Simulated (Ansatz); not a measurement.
A generated cell, not matched to a known phase here, of ScS: Pm-3m (No. 221), cP2, CsCl type; a = b = c = 3.188 Å, α = β = γ = 90.00°; Sc 1a (0.000, 0.000, 0.000); S 1b (0.500, 0.500, 0.500). These are PBEsol (plane waves to 420 eV, PAW, scalar-relativistic; Ansatz, a first-principles code) values and carry that method's errors. Element references, the lowest calculated here: S (Fddd), Sc (P6₃/mmc).

Question: What formation energy of this Pm-3m form of ScS from the elements does PBEsol give?

Answer: -1.63 eV/atom.

A lower structure of this composition may exist.

Static energies, no anion corrections, no zero-point energy. Values are rounded to 0.01 eV/atom. Not shown to be the ambient phase of their composition (a lower form may be missing, and a cell relaxed within its start's symmetry can be a saddle point): ScS (Pm-3m). Spin state reached: ferromagnetic (net 0.23 μB/atom); other spin orders were not run from this start.
